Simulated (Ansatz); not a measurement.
Profile along the Al–Al line in TiAl3 (D022 type, space group I4/mmm)

TiAl$_{3}$ (D022 type, space group I4/mmm)

```
CELL_PARAMETERS angstrom
     -1.91209     1.91209     4.28030
      1.91209    -1.91209     4.28030
      1.91209     1.91209    -4.28030
ATOMIC_POSITIONS crystal
  Al 0.50000 0.50000 0.00000
  Al 0.75000 0.25000 0.50000
  Al 0.25000 0.75000 0.50000
  Ti 0.00000 0.00000 0.00000
```

Fields along a shortest Al–Al line of a (001) plane (2.70 Å), from Al to Al, interpolated on the slice's grid (step about 0.2 Å). Method: r2SCAN (plane waves to 500 eV, PAW, scalar-relativistic; Ansatz, a first-principles code). k mesh 17×17×17. Near the nuclei the fields are pseudised (PAW); where an atom keeps semicore shells as valence, they peak there. TiAl3 is run without spin polarisation. TiAl3 was relaxed with its symmetry unable to fall.

```tsv
distance from Al (Å)	valence electron density (e/Å³)	electron localisation function
0.00	0.06	x
0.14	0.06	x
0.27	0.06	x
0.41	0.07	x
0.54	0.11	0.05
0.68	0.16	0.21
0.81	0.20	0.45
0.95	0.23	0.61
1.08	0.24	0.68
1.22	0.24	0.70
1.35	0.24	0.70
1.49	0.24	0.70
1.62	0.24	0.68
1.76	0.23	0.61
1.89	0.20	0.45
2.03	0.16	0.21
2.16	0.11	0.05
2.30	0.07	x
2.43	0.06	x
2.57	0.06	x
2.70	0.06	x
```

x: too close to a nucleus for the ELF to mean much.

Density on the Al–Al line (2.70 Å) at its midpoint: 0.24 e/Å³. ELF at that point: 0.70. ELF maximum in the middle third of the Al–Al line: 0.70, 1.4 Å from Al.
